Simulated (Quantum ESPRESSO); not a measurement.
Mo2Pd4MgAl, different elements on one site, starting from this cell

Computed values, not a measurement. The program is pw.x of Quantum ESPRESSO 7.5 (plane-wave density functional theory). The cell is made up: eight metal atoms on a face-centred cubic lattice, with elements, volume, strain and displacements drawn at random and not relaxed, so it may be unstable or far from any real phase. PseudoDojo standard norm-conserving files set the functional (PBE unless stated); there is no spin polarisation or spin-orbit coupling, the Fermi-Dirac width of 0.25 eV means electrons at about 2900 K, and the masses in the input are unused placeholders. Heavy elements are run without spin-orbit coupling, which real alloys of them have. A spin test at this wide smearing found no moment, but such smearing suppresses magnetism that the real alloy may have.

The runs put different elements on site 3. Cell, positions, cutoff, mesh and smearing stay as in the input of run 1; sites are counted in its order. Stress in the tables is positive in tension.

Input of run 1:

```
&control calculation='scf', pseudo_dir='./dojo.nc.sr.pbe.v0_5.standard.upf', outdir='./o', disk_io='minimal', tprnfor=.true., tstress=.true. /
&system ibrav=0, nat=8, ntyp=4, nbnd=74, ecutwfc=84.00895049, nosym=.true., tot_charge=0,
 occupations='smearing', smearing='fd', degauss=0.0183746611
/
&electrons conv_thr=1.470e-08, electron_maxstep=70, mixing_beta=0.5 /
ATOMIC_SPECIES
Al 1.0 Al.upf
Mg 1.0 Mg.upf
Mo 1.0 Mo.upf
Pd 1.0 Pd.upf
CELL_PARAMETERS angstrom
1.9449 3.8898 1.9449
1.9449 -3.8898 1.9449
3.8898 0.0 -3.8898
ATOMIC_POSITIONS angstrom
Mo 0.0762 0.121 -0.0151
Pd 1.813 -0.2246 -2.0323
Mg 1.9283 -1.9133 -0.038
Pd 3.8957 -1.9824 -1.9392
Pd 2.0602 1.9215 0.0339
Pd 3.7609 1.9524 -2.1455
Mo 1.8356 0.0502 1.9155
Al 3.7321 0.052 0.1153
K_POINTS automatic
5 5 4 1 1 1
```

```
run  elements on sites 1 to 8  -TS (eV)  pressure (GPa)  stress xx (GPa)  stress yy (GPa)  stress zz (GPa)  stress yz (GPa)  stress xz (GPa)  stress xy (GPa)  iterations
  1   Mo Pd Mg Pd Pd Pd Mo Al    -1.198           14.70           -12.14           -19.66           -12.30            -1.41             1.06            -4.33          17
  2   Mo Pd Zr Pd Pd Pd Mo Al    -1.339           25.39           -23.12           -28.73           -24.32            -2.25            -0.39            -5.12          16
  3   Mo Pd Sc Pd Pd Pd Mo Al    -1.342           20.62           -17.98           -25.31           -18.57            -2.24             0.56            -5.15          19
  4   Mo Pd Pt Pd Pd Pd Mo Al    -1.256           12.96           -12.41           -13.49           -12.98             0.24            -1.07            -2.25          18
  5   Mo Pd Ag Pd Pd Pd Mo Al    -1.214           15.73           -14.15           -18.16           -14.87            -0.26            -0.18            -2.94          17
```

Forces Fx Fy Fz (eV/Å):

| site | run 1 | run 2 | run 3 | run 4 | run 5 |
| --- | --- | --- | --- | --- | --- |
| 1 | -0.97 -1.87 0.53 | -1.48 -1.62 0.31 | -1.33 -1.72 0.44 | -0.29 -1.61 -0.10 | -0.67 -1.74 0.45 |
| 2 | 1.76 2.93 -0.08 | 2.08 3.09 -0.64 | 1.91 2.95 -0.31 | 1.86 3.17 -0.66 | 1.80 3.12 -0.54 |
| 3 | 0.75 -0.16 0.26 | 1.01 -0.32 1.10 | 0.95 -0.20 0.58 | 0.53 -0.41 1.81 | 0.99 -0.39 1.00 |
| 4 | -1.26 0.21 -1.43 | -1.60 0.26 -0.99 | -1.47 0.26 -1.19 | -1.30 0.13 -1.36 | -1.16 0.12 -1.50 |
| 5 | -2.23 -0.65 -0.69 | -2.43 -0.55 -1.13 | -2.24 -0.57 -0.91 | -2.77 -0.78 -1.05 | -2.65 -0.73 -1.01 |
| 6 | 1.48 0.31 1.88 | 1.28 0.39 1.87 | 1.35 0.38 1.86 | 1.44 0.20 1.88 | 1.51 0.25 1.89 |
| 7 | -0.61 -0.40 0.77 | -0.37 -0.70 1.15 | -0.52 -0.65 1.01 | -0.42 -0.27 0.50 | -0.84 -0.23 0.82 |
| 8 | 1.08 -0.37 -1.22 | 1.51 -0.55 -1.68 | 1.34 -0.46 -1.50 | 0.95 -0.45 -1.02 | 1.01 -0.40 -1.10 |

Energies are left out, as each element's file has its own zero. A rerun of one cell of this series at a higher cutoff and on a denser mesh moved values by no more than 0.004 eV in energy, 0.07 GPa in stress and 0.011 eV/Å in force, and a second program with other atomic files agreed on that cell to 2 % rms in force and 0.5 GPa in pressure.